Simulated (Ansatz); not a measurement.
Si:
```cif
data_Si8
_chemical_formula_sum 'Si8'
_space_group_name_H-M_alt 'Fd-3m :1'
_space_group_IT_number 227
_space_group_name_Hall 'F 4d 2 3 -1d'
_cell_length_a 5.43370
_cell_length_b 5.43370
_cell_length_c 5.43370
_cell_angle_alpha 90.000
_cell_angle_beta 90.000
_cell_angle_gamma 90.000
loop_
_atom_site_label
_atom_site_type_symbol
_atom_site_symmetry_multiplicity
_atom_site_Wyckoff_symbol
_atom_site_fract_x
_atom_site_fract_y
_atom_site_fract_z
_atom_site_occupancy
Si1 Si 8 a 0.00000 0.00000 0.00000 1
```
(The calculation used a cell of 2 atoms; values per cell refer to that cell.)

Relaxed with PBEsol.

### Question
Decompose the optical modes at the zone centre into irreducible representations, and say which are infrared and Raman allowed.

### Answer
Point group m-3m: Γ_opt = T2g. Infrared: none. Raman: T2g.

### Question
Assign frequencies (DFPT, DFT-PBEsol in the program Ansatz with PAW potentials).

### Answer
T2g 509 cm⁻¹.

The cell was relaxed with PBEsol under the symmetry of its start; phonons on a q-mesh show no instability.

Potentials: the later of the program's two PAW sets.
